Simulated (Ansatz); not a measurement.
Input:

HfW2:
```yaml
crystal:
  lattice:
    - [0.00000, 3.77111, 3.77111]
    - [3.77111, 0.00000, 3.77111]
    - [3.77111, 3.77111, 0.00000]
  atoms:
    - { symbol: Hf, position: [0.00000, 0.00000, 0.00000] }
    - { symbol: Hf, position: [0.25000, 0.25000, 0.25000] }
    - { symbol: W, position: [0.62500, 0.62500, 0.62500] }
    - { symbol: W, position: [0.12500, 0.62500, 0.62500] }
    - { symbol: W, position: [0.62500, 0.62500, 0.12500] }
    - { symbol: W, position: [0.62500, 0.12500, 0.62500] }
```

This is the PBEsol-relaxed structure.

Question: All from the program Ansatz at the PBEsol level (PAW), unless another level is named. Estimate the Debye temperature from the elastic constants.

Answer: 307 K.

Question: Next, the highest zone-centre frequency?

Answer: 274 cm⁻¹.

Question: Next, the elastic constants (relaxed ions, GPa)?

Answer: C11 = 347, C12 = 178, C44 = 108.

Space group Fd-3m (cubic Laves (MgCu2 type)). The first step of the workflow began from a Materials Project structure, measured or hypothetical; the Crystallography Open Database files this formula in space group No. 227, but the cells were not matched. Its standing as an ambient phase is unchecked. The cell was relaxed with PBEsol under the symmetry of its start; its stability against distortions is not shown here. The run is not spin-polarised. As this level gives no gap, shear constants depend on the k-mesh and smearing (Fermi–Dirac, 0.1 eV here). As this level gives no gap, phonon frequencies hold no LO–TO term and depend on the k-mesh and smearing (Fermi–Dirac, 0.1 eV here). Spin–orbit coupling is left out wherever it is not named.

Potentials: the later of the program's two PAW sets.
